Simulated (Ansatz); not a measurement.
**Response of ScIn3 to small distortions**

```
Sc In
1.0
     4.46000    0.00000    0.00000
     0.00000    4.46000    0.00000
     0.00000    0.00000    4.46000
Sc In
1 3
Direct
  0.00000 0.00000 0.00000
  0.00000 0.50000 0.50000
  0.50000 0.00000 0.50000
  0.50000 0.50000 0.00000
```

Atoms are numbered in the order listed.

The cell is COD entry 1539387, as deposited and not checked against the literature; nothing was relaxed.

Spin–orbit coupling is left out, though it moves levels of the heavy atoms by tenths of an eV or more.

Method: DFT, PBEsol, all-electron LAPW, scalar-relativistic in Ansatz 0.2.0.

Settings: a Γ-centred 8×8×8 k mesh, Fermi–Dirac smearing of 0.08 eV, basis error target 1 meV/atom, no spin polarisation.

The unchanged cell is at -0.29 GPa.

In a metal, stresses and small energies carry noise from the k mesh.

x, y and z are the Cartesian axes of the cell as listed; fractional coordinates follow a strain, and an engineering shear is twice the off-diagonal strain component.

(1) One change gave: energy change under 1 meV/atom; stress change (xx, yy, zz, yz, xz, xy) 0.02, 0.02, 0.02, 0.29, 0.29, 0.29 GPa, compression positive. Which change was it?
A. equal xy, yz and zx engineering shear strains of -1 %
B. equal xy, yz and zx engineering shear strains of -2 %
C. equal xy, yz and zx engineering shear strains of +2 %
D. equal xy, yz and zx engineering shear strains of +1 %

Answers

(1) A. For equal xy, yz and zx engineering shear strains of -2 %: energy change +2 meV/atom; stress change (xx, yy, zz, yz, xz, xy) 0.07, 0.07, 0.07, 0.59, 0.59, 0.59 GPa, compression positive. For equal xy, yz and zx engineering shear strains of +1 %: energy change under 1 meV/atom; stress change (xx, yy, zz, yz, xz, xy) 0.02, 0.02, 0.02, -0.29, -0.29, -0.29 GPa, compression positive. For equal xy, yz and zx engineering shear strains of +2 %: energy change +2 meV/atom; stress change (xx, yy, zz, yz, xz, xy) 0.08, 0.08, 0.08, -0.59, -0.59, -0.59 GPa, compression positive.
